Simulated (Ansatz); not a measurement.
MgSe:
```cif
data_Mg2Se2
_chemical_formula_sum 'Mg2 Se2'
_space_group_name_H-M_alt 'P 1'
_space_group_IT_number 1
_cell_length_a 4.22287
_cell_length_b 4.22287
_cell_length_c 6.81467
_cell_angle_alpha 90.000
_cell_angle_beta 90.000
_cell_angle_gamma 120.000
loop_
_space_group_symop_operation_xyz
  'x, y, z'
loop_
_atom_site_label
_atom_site_type_symbol
_atom_site_fract_x
_atom_site_fract_y
_atom_site_fract_z
_atom_site_occupancy
Mg1 Mg 0.66667 0.33333 0.49813 1
Mg2 Mg 0.33333 0.66667 0.99813 1
Se1 Se 0.66667 0.33333 0.87687 1
Se2 Se 0.33333 0.66667 0.37687 1
```

Relaxed with r²SCAN.

Problem. Which orbitals make up the states near the band edges in DFT-r²SCAN in the program Ansatz with PAW potentials?

Solution. Top 1 eV of the valence band: Se 4p 97 %. Bottom 1 eV of the conduction band: Mg 3s 64 %, Se 4s 23 %, Se 4p 10 %. Projections are on Löwdin-orthogonalised atomic valence shells; empty p or d shells of many metals are not among them.

Problem. Tabulate the density of states.

Solution. States/eV per cell of 4 atoms, in 0.25 eV bins, energy from the valence-band maximum.

| E (eV) | total | Se 4p | Mg 3s | Se 4s |
|---|---|---|---|---|
| -7.85 | 0.00 | 0.00 | 0.00 | 0.00 |
| -7.60 | 0.00 | 0.00 | 0.00 | 0.00 |
| -7.35 | 0.00 | 0.00 | 0.00 | 0.00 |
| -7.10 | 0.00 | 0.00 | 0.00 | 0.00 |
| -6.85 | 0.00 | 0.00 | 0.00 | 0.00 |
| -6.60 | 0.00 | 0.00 | 0.00 | 0.00 |
| -6.35 | 0.00 | 0.00 | 0.00 | 0.00 |
| -6.10 | 0.00 | 0.00 | 0.00 | 0.00 |
| -5.85 | 0.00 | 0.00 | 0.00 | 0.00 |
| -5.60 | 0.00 | 0.00 | 0.00 | 0.00 |
| -5.35 | 0.00 | 0.00 | 0.00 | 0.00 |
| -5.10 | 0.00 | 0.00 | 0.00 | 0.00 |
| -4.85 | 0.00 | 0.00 | 0.00 | 0.00 |
| -4.60 | 0.00 | 0.00 | 0.00 | 0.00 |
| -4.35 | 0.00 | 0.00 | 0.00 | 0.00 |
| -4.10 | 0.00 | 0.00 | 0.00 | 0.00 |
| -3.85 | 0.00 | 0.00 | 0.00 | 0.00 |
| -3.60 | 0.00 | 0.00 | 0.00 | 0.00 |
| -3.35 | 0.00 | 0.00 | 0.00 | 0.00 |
| -3.10 | 1.58 | 1.26 | 0.30 | 0.01 |
| -2.85 | 5.43 | 4.30 | 1.03 | 0.05 |
| -2.60 | 4.26 | 3.37 | 0.76 | 0.08 |
| -2.35 | 2.16 | 1.73 | 0.34 | 0.07 |
| -2.10 | 1.57 | 1.36 | 0.15 | 0.04 |
| -1.85 | 2.97 | 2.71 | 0.17 | 0.03 |
| -1.60 | 2.98 | 2.77 | 0.12 | 0.03 |
| -1.35 | 3.90 | 3.69 | 0.10 | 0.02 |
| -1.10 | 4.75 | 4.56 | 0.07 | 0.02 |
| -0.85 | 5.76 | 5.55 | 0.06 | 0.01 |
| -0.60 | 7.81 | 7.60 | 0.03 | 0.01 |
| -0.35 | 3.83 | 3.75 | 0.00 | 0.00 |
| -0.10 | 1.02 | 1.00 | 0.00 | 0.00 |
| 0.15 | 0.00 | 0.00 | 0.00 | 0.00 |
| 0.40 | 0.00 | 0.00 | 0.00 | 0.00 |
| 0.65 | 0.00 | 0.00 | 0.00 | 0.00 |
| 0.90 | 0.00 | 0.00 | 0.00 | 0.00 |
| 1.15 | 0.00 | 0.00 | 0.00 | 0.00 |
| 1.40 | 0.00 | 0.00 | 0.00 | 0.00 |
| 1.65 | 0.00 | 0.00 | 0.00 | 0.00 |
| 1.90 | 0.00 | 0.00 | 0.00 | 0.00 |
| 2.15 | 0.00 | 0.00 | 0.00 | 0.00 |
| 2.40 | 0.00 | 0.00 | 0.00 | 0.00 |
| 2.65 | 0.00 | 0.00 | 0.00 | 0.00 |
| 2.90 | 0.00 | 0.00 | 0.00 | 0.00 |
| 3.15 | 0.00 | 0.00 | 0.00 | 0.00 |
| 3.40 | 0.00 | 0.00 | 0.00 | 0.00 |
| 3.65 | 0.03 | 0.00 | 0.02 | 0.01 |
| 3.90 | 0.08 | 0.01 | 0.05 | 0.02 |
| 4.15 | 0.12 | 0.01 | 0.08 | 0.03 |
| 4.40 | 0.24 | 0.03 | 0.13 | 0.04 |
| 4.65 | 1.08 | 0.08 | 0.36 | 0.07 |
| 4.90 | 2.76 | 0.19 | 0.80 | 0.13 |
| 5.15 | 3.70 | 0.23 | 0.87 | 0.13 |
| 5.40 | 3.35 | 0.22 | 0.81 | 0.11 |
| 5.65 | 2.39 | 0.17 | 0.60 | 0.06 |
| 5.90 | 1.57 | 0.11 | 0.37 | 0.03 |
| 6.15 | 1.06 | 0.10 | 0.30 | 0.03 |
| 6.40 | 3.96 | 0.33 | 0.92 | 0.08 |
| 6.65 | 3.48 | 0.23 | 0.58 | 0.05 |
| 6.90 | 3.26 | 0.21 | 0.54 | 0.04 |
| 7.15 | 3.19 | 0.24 | 0.62 | 0.03 |
| 7.40 | 1.68 | 0.08 | 0.19 | 0.01 |

Space group P6_3mc (wurtzite). The workflow started from a Materials Project entry (that database holds measured and hypothetical structures alike); the Crystallography Open Database copy checked does not list it. COD files the formula under space group No. 225. Whether it is the stable phase at ambient conditions was not checked. The cell was relaxed with r²SCAN under the symmetry of its start; its stability against distortions is not shown here. Scalar-relativistic: spin–orbit coupling is off unless named, which matters more the heavier the elements.

Potentials: the earlier of the program's two PAW sets.
